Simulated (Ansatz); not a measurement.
# Ag under pressure

The calculation used Ansatz 0.2.0, DFT PBEsol, scalar-relativistic, plane waves, PAW. Cutoff 420 eV, 18×18×10 k-points (Γ-centred), Fermi-Dirac smearing of 0.15 eV. No spin polarisation. Phonons by linear response, acoustic sum rule imposed.

The cell, relaxed at this level:
```cif
data_structure
_symmetry_space_group_name_H-M 'P 1'
_symmetry_Int_Tables_number 1
_cell_length_a 2.8642
_cell_length_b 2.8642
_cell_length_c 4.7003
_cell_angle_alpha 90.000
_cell_angle_beta 90.000
_cell_angle_gamma 120.000
_cell_volume 33.39
loop_
_atom_site_label
_atom_site_type_symbol
_atom_site_fract_x
_atom_site_fract_y
_atom_site_fract_z
_atom_site_occupancy
Ag1 Ag 0.33333 0.66667 0.25000 1
Ag2 Ag 0.66667 0.33333 0.75000 1
```

In a metal, frequencies and elastic constants depend on the k mesh and the smearing, soft modes and shear constants most.

Question: The cell is relaxed again at 3 and 8 and 15 GPa. How do volume, gap and optical modes at Γ (cm⁻¹, counted from the lowest optical one; a degenerate one stands once) change?

Answer:
```csv
,0 GPa,3 GPa,8 GPa,15 GPa
V/V0,1.000,0.976,0.944,0.908
gap (eV),0.00,0.00,0.00,0.00
mode 1,71,75,80,87
mode 3,176,188,205,225
```

This form isn't the element's structure at ambient conditions.

Cost: 4 runs of about 3.7 core-minutes in all, on Intel Xeon 6975P-C (Granite Rapids) (shared hosts).